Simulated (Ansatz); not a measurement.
YS (rock salt, Fm-3m) under volume change, r²SCAN in the plane-wave PAW code Ansatz, scaled uniformly.

```
V (Å³/atom)  E − E(relaxed) (meV/atom)  P (GPa)
-----------  -------------------------  -------
19.191                            62.7    11.51
19.823                            26.3     7.04
20.456                             6.2     3.24
21.089                             0.0     0.00
21.721                             5.6    -2.76
22.354                            21.3    -5.11
22.987                            45.5    -7.12
```

What does a third-order Birch–Murnaghan fit give for V₀, B₀ and B′?

V₀ = 21.09 Å³/atom, B₀ = 99.5 GPa, B′ = 4.3.

The workflow started from an entry of the Crystallography Open Database (COD). Its standing as an ambient phase is unchecked. The r²SCAN relaxation kept the symmetry of its start; its stability against distortions is not shown here. No spin polarisation was allowed.

Potentials: the later of the program's two PAW sets.
